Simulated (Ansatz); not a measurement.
Level of theory: DFT PBE, scalar-relativistic, plane waves, PAW (Ansatz 0.2.0). All cells share a 420 eV cutoff and Γ-centred k meshes spaced at most about 0.3 Å⁻¹ (about 0.25 or finer for metals, 2π included). Collinear spin in cells that started with moments and kept them past the coarse steps, no spin elsewhere.

These are static total energies at zero pressure. Lower structures may exist.

Question: Which of these relaxed structures of Cu3O2 is the lowest in energy?
A.

Space group I4/mmm (No. 139). a = 4.067 Å, b = 4.067 Å, c = 7.339 Å, α = 90.00°, β = 90.00°, γ = 90.00°
| atom | site | symmetry | x | y | z |
| --- | --- | --- | --- | --- | --- |
| Cu | 4d | -4m2 | 0.5000 | 0.0000 | 0.2500 |
| Cu | 2a | 4/mmm | 0.0000 | 0.0000 | 0.0000 |
| O | 4c | mmm. | 0.5000 | 0.0000 | 0.0000 |

B.

Space group P-6m2 (No. 187). a = 5.903 Å, b = 5.903 Å, c = 2.734 Å, α = 90.00°, β = 90.00°, γ = 120.00°
```csv
atom,site,symmetry,x,y,z
Cu,3k,mm2,0.1558,0.8442,0.5000
O,1a,-6m2,0.0000,0.0000,0.0000
O,1d,-6m2,0.3333,0.6667,0.5000
```

C.

Space group P6/mmm (No. 191). a = 5.437 Å, b = 5.437 Å, c = 2.764 Å, α = 90.00°, β = 90.00°, γ = 120.00°
| atom | site | symmetry | x | y | z |
| --- | --- | --- | --- | --- | --- |
| Cu | 3g | mmm | 0.5000 | 0.0000 | 0.5000 |
| O | 2c | -6m2 | 0.3333 | 0.6667 | 0.0000 |

Answer: A. It has space group I4/mmm (No. 139); the next, C, with space group P6/mmm (No. 191), lies 111 meV/atom higher. Largest moments: A no spin, C no spin, B 0.2 μB. Counting O atoms around Cu (those within 1.25 times the shortest such distance or 1.15 times the sum of covalent radii; a slash parts the counts of unlike sites), the lowest has Cu 2/4 and the next has Cu 4.

In I4/mmm, P6/mmm an odd number of electrons in the primitive cell allows no gap without spin; a larger cell or a magnetic state could open one. No Hubbard U is applied to the 3d shell of Cu. The magnetic state reached may not be the lowest. The I4/mmm cell at 12.1 Å³/atom was relaxed from a Materials Project cell. Cells relaxed within their symmetry can be saddle points. Some candidate types were left out of the draw beforehand, so a known form may be missing.
